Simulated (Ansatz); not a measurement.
BeTe:
```
BeTe
1.0
    0.00000     2.82856     2.82856
    2.82856     0.00000     2.82856
    2.82856     2.82856     0.00000
Te Be
1 1
Direct
  0.75000   0.75000   0.75000
  0.00000   0.00000   0.00000
```

Plane-wave PAW r²SCAN (Ansatz code) gives a gap of 2.38 eV without spin–orbit coupling, maximum at Γ, minimum at X.

### Question
What happens when spin–orbit coupling is switched on?

### Answer
The gap shrinks by 0.29 eV, to 2.09 eV; maximum at Γ, minimum at X.

### Question
How large is the spin–orbit splitting of the valence top at Γ?

### Answer
The fourfold level lies 0.93 eV above the split-off pair.

### Question
Give the electron effective mass with spin–orbit coupling.

### Answer
0.25, 0.25, 2.1 mₑ (principal values).

### Question
Give the hole effective mass with spin–orbit coupling, band 1 of 2 at the edge.

### Answer
0.32 along [100], 0.62 along [110], 0.76 along [111] (mₑ).

### Question
Give the hole effective mass with spin–orbit coupling, band 2 of 2 at the edge.

### Answer
0.22 along [100], 0.17 along [110], 0.16 along [111] (mₑ).

Space group F-43m (zinc blende). Symmetry was held in the r²SCAN relaxation; of distortions, only those at the zone centre were tested.

Potentials: the later of the program's two PAW sets.
